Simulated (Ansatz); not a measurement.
The relaxed structure here is a generated cell of AlNi: the first start was made by placing the elements on the sites of a structure type, and the end was not matched to a known phase here, so it may be hypothetical. Known forms of AlNi include space group No. 221.

The end point of a relaxation of AlNi. Space group Cmcm (No. 63). These are PBEsol (plane waves to 420 eV, PAW, scalar-relativistic; Ansatz, a quantum-chemistry and plane-wave program) values and carry that method's errors.

```xyz
4
Lattice="1.3253 -4.6381 0.0000 1.3253 4.6381 0.0000 0.0000 0.0000 3.9668" Properties=species:S:1:pos:R:3 pbc="T T T"
Ni     1.3253    -0.7321     0.9917
Ni     1.3253     0.7321     2.9751
Al     1.3253    -3.2060     0.9917
Al     1.3253     3.2060     2.9751
```

### Question
Predict the magnetic moment from PBEsol.

### Answer
Zero (the starting moments vanished).

No spin polarisation in the result: the starting moments vanished. A magnetic state may lie lower.

The run could not lower the symmetry of its start; a shaken copy of this end point relaxes with PBEsol to Pm-3m (No. 221), 0.17 eV/atom lower.
